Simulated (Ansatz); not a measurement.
## CsSnI₃: what each run costs

Cell: 20 atoms, space group Pnma, a = 10.350 Å, b = 4.763 Å, c = 17.684 Å, α = 90.00°, β = 90.00°, γ = 90.00°.

All runs are DFT with Ansatz 0.2.0 on 2 threads of Intel Xeon Processor @ 2.50GHz (Skylake/Cascade Lake) (x86_64; 62 cores open to the job, memory cap 5.0 GiB, no GPU), a shared host.

(1) Rank the runs by wall time, shortest first.
A. single point, PBE, 420 eV, 3×6×2 k-points, smearing 0.02 eV
B. relaxation of the ions, PBE, 420 eV, 3×6×2 k-points, smearing 0.02 eV
C. single point at relaxed positions, r2SCAN, 500 eV, 3×6×2 k-points, smearing 0.02 eV

Results:

(1) A (3.5 min, 2.8 GiB), C (6.7 min, 4.6 GiB), B (11 min, 3.3 GiB).
